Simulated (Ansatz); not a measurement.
**Question.** Name crystals whose computed values (plane-wave PAW r²SCAN (Ansatz code)) fall in these windows: highest Γ mode, no LO–TO term (cm⁻¹) 170 to 220; electron conductivity mass (mₑ) 0.46 to 0.64; ε0 4.9 to 6.4.

**Answer.** 

| crystal | highest Γ mode, no LO–TO term (cm⁻¹) | electron conductivity mass (mₑ) | ε0 |
|---|---|---|---|
| KF, rock salt | 193 | 0.54 | 5.44 |
Others may fit too.

The cell was relaxed under the symmetry of its start.

Potentials: the later of the program's two PAW sets.
